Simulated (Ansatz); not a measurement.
Input:

Rb₂CuSbCl₆:
```xyz
10
Lattice="0.0000 5.0080 5.0080 5.0080 0.0000 5.0080 5.0080 5.0080 0.0000" Properties=species:S:1:pos:R:3 pbc="T T T"
Rb     7.5120     7.5120     7.5120
Rb     2.5040     2.5040     2.5040
Cu     5.0080     5.0080     5.0080
Sb     0.0000     0.0000     0.0000
Cl     2.6194     5.0080     5.0080
Cl     7.3966     5.0080     5.0080
Cl     5.0080     2.6194     5.0080
Cl     5.0080     7.3966     5.0080
Cl     5.0080     5.0080     2.6194
Cl     5.0080     5.0080     7.3966
```

This is the LDA-relaxed structure.

All from DFT-LDA in the program Ansatz with PAW potentials, unless another level is named. Estimate the smallest direct gap on the standard path.

1.75 eV.

Give the weight of the conduction-edge state by species (Voronoi cells).

Sb 44 %, Cl 35 %, Cu 20 %.

Next, the valence-band maximum?

at X.

Space group Fm-3m. The workflow started from a Materials Project entry (that database holds measured and hypothetical structures alike); the Crystallography Open Database copy checked does not list it. Whether it is the stable phase at ambient conditions was not checked. The cell was relaxed with LDA under the symmetry of its start; phonons on a q-mesh show weakly imaginary modes. The run is not spin-polarised. Spin–orbit coupling is left out wherever it is not named.

Potentials: the later of the program's two PAW sets.
